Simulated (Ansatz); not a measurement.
CaCu2Si2:
```xyz
5
Lattice="-2.0177 2.0177 4.9275 2.0177 -2.0177 4.9275 2.0177 2.0177 -4.9275" Properties=species:S:1:pos:R:3 pbc="T T T"
Ca     0.0000     0.0000     0.0000
Si     0.0000     0.0000     6.1134
Si     0.0000     0.0000     3.7416
Cu     0.0000     2.0177     2.4637
Cu     2.0177     0.0000     2.4637
```

Relaxed with r²SCAN. Special points in fractions of this cell's reciprocal vectors: Γ (0.000, 0.000, 0.000); X (0.000, 0.000, 0.500); P (0.250, 0.250, 0.250); N (0.000, 0.500, 0.000); M (0.500, 0.500, -0.500); S (0.292, 0.708, -0.292); S0 (-0.292, 0.292, 0.292); R (-0.084, 0.084, 0.500); G (0.500, 0.500, -0.084).

List the band energies nearest the Fermi level at these points for DFT-r²SCAN in the program Ansatz with PAW potentials.

In eV from the Fermi level; about four levels below and three above (degenerate sets whole), none deeper than 8.9 eV; points with the same levels are listed once.

| k | below | above |
|---|---|---|
| Γ | -2.91 -2.61 -1.32 -1.32 | 0.86 0.98 0.98 |
| X | -2.52 -2.18 -1.98 -1.10 | 2.79 3.50 4.13 |
| P | -2.26 -2.26 -1.70 -1.70 | 2.08 4.78 4.78 |
| N | -3.48 -3.47 -3.22 -2.35 -0.47 | 0.60 1.77 1.77 |
| M | -3.01 -2.61 -1.70 -1.70 | 0.24 0.60 2.72 |
| S | -3.35 -0.84 -0.66 -0.64 | 2.29 2.60 3.49 |
| R | -2.18 -2.14 -1.60 -0.88 | 2.74 3.49 4.18 |

Space group I4/mmm. The workflow started from a Materials Project entry (that database holds measured and hypothetical structures alike); the Crystallography Open Database files this formula in space group No. 139, but the cells were not matched. Whether it is the stable phase at ambient conditions was not checked. The cell was relaxed with r²SCAN under the symmetry of its start; its stability against distortions is not shown here. The run is not spin-polarised.

Potentials: the later of the program's two PAW sets.
